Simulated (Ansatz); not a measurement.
This Pt structure is the end of a relaxation. The cell was found from a structure generator's guess, not taken from experiment.

These are results of DFT PBE, scalar-relativistic, plane waves, PAW in Ansatz 0.2.0, not measurements. Cutoff 420 eV, Γ-centred mesh, Gaussian smearing, no spin polarisation.

```
CELL_PARAMETERS angstrom
0.00000 3.03547 3.03547
3.03547 0.00000 3.03547
3.03547 3.03547 0.00000
ATOMIC_POSITIONS crystal
Pt 0.00000 0.00000 0.00000
Pt 0.75000 0.75000 0.75000
Pt 0.25000 0.25000 0.25000
```

Energies count from the standard state of Pt at the same level.

(1) What space group does it have?

(2) How far does it lie from the standard state of Pt?

(3) Is it a metal?

Results:

(1) Fm-3m (No. 225). Conventional cell: a = 6.071 Å. Around Pt on a site of symmetry m-3m lie 8 Pt at 2.63 Å; Pt on a site of symmetry -43m is surrounded by 4 Pt at 2.63 Å and 6 Pt at 3.04 Å.

(2) +0.43 eV/atom. It lies above the standard state, so it could only be metastable.

(3) Yes, bands cross the Fermi level on the 14×14×14 mesh.

The last run used a 14×14×14 mesh for its 3-atom cell and Gaussian smearing of 0.10 eV. Spin–orbit coupling, which can matter for Pt, is left out. Symmetry constrained the relaxation, so the result can be a saddle point.
